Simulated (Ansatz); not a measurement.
# 6 guesses for Li₃ZrN₂ and where they end

The calculation used DFT PBE, scalar-relativistic, plane waves, PAW (Ansatz). Settings: cutoff 420 eV, Γ-centred meshes spaced at most about 0.3 Å⁻¹, and about 0.25 Å⁻¹ or finer for metals (2π included), Gaussian smearing. No spin polarisation in the final relaxations.

Each guess was relaxed in cell and atoms at zero pressure, within the symmetry of its start. All energies are static (0 K, no zero-point motion). Coordination counts N atoms around Li and Zr (those within 1.25 times the shortest such distance or 1.15 times the sum of covalent radii, 1.27 where that leaves under three; a plus sign parts nearer from farther groups; the shortest distance is added where it exceeds 1.18 times the sum of covalent radii; a slash parts the counts of unlike sites).

```
guess      made from  start group  V start (Å³/atom)  end group  V end (Å³/atom)  coordination at the end  gap on mesh (eV)  E over the lowest end (meV/atom)
    1    random cell         R-3m               12.9       R-3m             14.7               Li 2, Zr 2                 0                               545
    2   NdB2Rh3 type       P6/mmm               11.2     P6/mmm              9.5               Li 4, Zr 6                 0                               557
    3  Fe2SbTe3 type           Pm                9.7         Pm             13.3           Li 1+2/3, Zr 3                 0                                 0
    4    random cell        P-6m2               12.0      P-6m2             14.4  Li 3/6 from 2.9 Å, Zr 2                 0                               665
    5    random cell       I4/mmm               14.4     I4/mmm             12.6             Li 2/4, Zr 2                 0                               556
    6   Zr2VNi3 type         R-3m               13.3          ?                ?                        ?                 ?                                 ?
```

Guess 6 as it starts:

```cif
data_structure
_symmetry_space_group_name_H-M 'R-3m:H'
_symmetry_Int_Tables_number 166
_cell_length_a 4.8829
_cell_length_b 4.8829
_cell_length_c 11.6223
_cell_angle_alpha 90.000
_cell_angle_beta 90.000
_cell_angle_gamma 120.000
_cell_volume 239.98
loop_
_atom_site_label
_atom_site_type_symbol
_atom_site_symmetry_multiplicity
_atom_site_Wyckoff_symbol
_atom_site_fract_x
_atom_site_fract_y
_atom_site_fract_z
_atom_site_occupancy
Li1 Li 9 d 0.83333 0.16667 0.16667 1
Zr1 Zr 3 a 0.00000 0.00000 0.00000 1
N1 N 6 c 0.33333 0.66667 0.29646 1
```

Q: Predict the end of this guess and its energy over the lowest end.

A: It ends in space group R-3m (No. 166), with a = 3.559 Å, c = 15.609 Å, 9.5 Å³/atom and no gap. It lies 0.78 eV/atom over the lowest end, above guess 4 and so the highest of the set. Counting N atoms around Li and Zr, this end has Li 4, Zr 6 and the lowest (guess 3) has Li 1+2/3, Zr 3.

```cif
data_structure
_symmetry_space_group_name_H-M 'R-3m:H'
_symmetry_Int_Tables_number 166
_cell_length_a 3.5589
_cell_length_b 3.5589
_cell_length_c 15.6087
_cell_angle_alpha 90.000
_cell_angle_beta 90.000
_cell_angle_gamma 120.000
_cell_volume 171.21
loop_
_atom_site_label
_atom_site_type_symbol
_atom_site_symmetry_multiplicity
_atom_site_Wyckoff_symbol
_atom_site_fract_x
_atom_site_fract_y
_atom_site_fract_z
_atom_site_occupancy
Li1 Li 9 d 0.16667 0.83333 0.83333 1
Zr1 Zr 3 a 0.00000 0.00000 0.00000 1
N1 N 6 c 0.66667 0.33333 0.91978 1
```

Energies over the elements count from the elements' standard structures at the same level (N₂ as a molecule), with no fitted energy shifts.

Q: Is the lowest end bound against the elements?

A: Yes: its formation energy is −0.63 eV/atom. Whether it is stable depends on the other phases of the system, which aren't compared here.

For metals, differences of a few meV/atom aren't resolved. Cells relaxed within their symmetry can be saddle points. A lower structure may well exist outside this small set. Some types were kept out of the candidates beforehand, so the set may lack a known form.
